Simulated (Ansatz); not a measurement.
# Data sheet: YC2 (DFT)

YC₂:
```yaml
crystal:
  lattice:
    - [-1.79446, 1.79446, 3.05725]
    - [1.79446, -1.79446, 3.05725]
    - [1.79446, 1.79446, -3.05725]
  atoms:
    - { symbol: Y, position: [0.00000, 0.00000, 0.00000] }
    - { symbol: C, position: [0.39447, 0.39447, 0.00000] }
    - { symbol: C, position: [0.60553, 0.60553, 0.00000] }
```

Space group I4/mmm (No. 139), MoSi2 or CaC2 type; conventional cell a = b = 3.589 Å, c = 6.114 Å, α = β = γ = 90.00°.

Method: LDA (plane waves, PAW; program Ansatz). The cell and atoms are relaxed at this level. Other levels are named where they apply.

### Cell and energy

```
Item                                                           Value
-----------------------------------------------------  -------------
Volume per atom                                             13.13 Å³
Density                                                   4.76 g/cm³
Formation energy from the elements (no fitted shifts)  -0.22 eV/atom
```

### Electronic structure

```
Property                                                                     Value
------------------------------------  --------------------------------------------
Electronic character                                             metallic (no gap)
Density of states at the Fermi level  0.25 states/eV per atom (mean over ±0.08 eV)
```

### Mechanics

```
Property                                                                                           Value
-------------------------------------  -----------------------------------------------------------------
Bulk modulus (Birch–Murnaghan fit)                                                               127 GPa
Pressure derivative B′                                                                               4.5
Elastic constants (relaxed ions, GPa)  C11 = 207, C12 = 101, C13 = 23.8, C33 = 524, C44 = 4.2, C66 = 103
Mechanical stability                                              stable (all eigenvalues of C positive)
```

### Phonons

```
Item                                           Result
-----------------------------  ----------------------
Highest zone-centre frequency              1677 cm^-1
Zone-centre stability          no imaginary mode at Γ
```

The workflow started from an entry of the Crystallography Open Database (COD). Its standing as an ambient phase is unchecked. The LDA relaxation kept the symmetry of its start. No spin polarisation was allowed. As this level gives no gap, shear constants depend on the k-mesh and smearing (Fermi–Dirac, 0.1 eV here). As this level gives no gap, phonon frequencies hold no LO–TO term and depend on the k-mesh and smearing (Fermi–Dirac, 0.1 eV here). The references are the lowest solids computed at this level, not always the standard phases. Scalar-relativistic: spin–orbit coupling is off unless named, which matters more the heavier the elements.

Potentials: the later of the program's two PAW sets.
